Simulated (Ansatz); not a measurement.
Relaxed-ion elastic tensor of WC in space group P-6m2 (No. 187; W on 1a, C on 1f) in GPa (Voigt order), the program Ansatz at the PBEsol level (PAW); density 15.81 g/cm³, 10.28 Å³ per atom.

|  | 1 | 2 | 3 | 4 | 5 | 6 |
|---|---|---|---|---|---|---|
| 1 | 737 | 244 | 186 | 0.0 | 0.0 | 0.0 |
| 2 | 244 | 737 | 186 | 0.0 | 0.0 | 0.0 |
| 3 | 186 | 186 | 988 | 0.0 | 0.0 | 0.0 |
| 4 | 0.0 | 0.0 | 0.0 | 321 | 0.0 | 0.0 |
| 5 | 0.0 | 0.0 | 0.0 | 0.0 | 321 | 0.0 |
| 6 | 0.0 | 0.0 | 0.0 | 0.0 | 0.0 | 246 |

Is the crystal mechanically stable?

Yes: the smallest eigenvalue of C is 246 GPa.

Work out the Voigt, Reuss and Hill averages.

K_V = 411, K_R = 407, K_H = 409; G_V = 301, G_R = 293, G_H = 297 GPa.

Give Young's modulus, Poisson's ratio, Pugh's ratio and the universal anisotropy index.

E = 9KG/(3K + G) = 717 GPa; ν = 0.21; K/G = 1.38 (brittle by the Pugh limit of 1.75); A_U = 5G_V/G_R + K_V/K_R − 6 = 0.15.

Estimate the sound speeds and the Debye temperature.

v_l = √((K + 4G/3)/ρ) = 7130 m/s, v_t = √(G/ρ) = 4330 m/s, mean 4790 m/s; Θ = (h/k)(3n/4πV)^(1/3) v_m = 655 K.

Solve the Christoffel equation for the three sound speeds along x, y, z.

Eigenvalues of C_ijkl n_j n_l equal ρv². In km/s, slowest first: x 3.95, 4.51, 6.83; y 3.95, 4.51, 6.83; z 4.51, 4.51, 7.91.

How much does each axis shrink under pressure?

Linear compressibilities β_i = Σ_j S_ij (j = 1 to 3): x 0.89, y 0.89, z 0.68 per TPa.

Symmetry was held in the PBEsol relaxation. The run is not spin-polarised. As this level gives no gap, shear constants depend on the k-mesh and smearing (Fermi–Dirac, 0.1 eV here). Spin–orbit coupling is left out wherever it is not named.

Potentials: the later of the program's two PAW sets.
